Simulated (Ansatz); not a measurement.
PbS:
```cif
data_Pb3S3
_chemical_formula_sum 'Pb3 S3'
_space_group_name_H-M_alt 'P 1'
_space_group_IT_number 1
_cell_length_a 4.22477
_cell_length_b 4.22477
_cell_length_c 10.34786
_cell_angle_alpha 90.000
_cell_angle_beta 90.000
_cell_angle_gamma 120.000
loop_
_space_group_symop_operation_xyz
  'x, y, z'
loop_
_atom_site_label
_atom_site_type_symbol
_atom_site_fract_x
_atom_site_fract_y
_atom_site_fract_z
_atom_site_occupancy
Pb1 Pb 0.00000 0.33312 0.66667 1
Pb2 Pb 0.66688 0.66688 0.00000 1
Pb3 Pb 0.33312 0.00000 0.33333 1
S1 S 0.00000 0.33332 0.16667 1
S2 S 0.66668 0.66668 0.50000 1
S3 S 0.33332 0.00000 0.83333 1
```

Relaxed with r²SCAN.

Problem. Tabulate the valence density and the electron localisation function along the shortest Pb–S contact (2.99 Å), the program Ansatz at the r²SCAN level (PAW).

Solution. 

```tsv
distance from Pb (Å)	density (e/Å³)	ELF
0.30	6.44	0.02
0.45	4.92	0.10
0.60	3.42	0.28
0.75	2.08	0.43
0.90	1.10	0.46
1.05	0.57	0.39
1.19	0.34	0.27
1.34	0.24	0.21
1.49	0.21	0.25
1.64	0.25	0.43
1.79	0.33	0.67
1.94	0.48	0.81
2.09	0.71	0.86
2.24	0.97	0.85
2.39	1.12	0.74
2.54	1.00	0.42
2.69	0.63	0.07
```

The density is the valence pseudo-density with augmentation charge, so density and ELF within about 1 Å of a nucleus are not all-electron values.

Space group Fm-3m (rock salt). Symmetry was held in the r²SCAN relaxation. Spin–orbit coupling is left out wherever it is not named.

Potentials: the earlier of the program's two PAW sets.
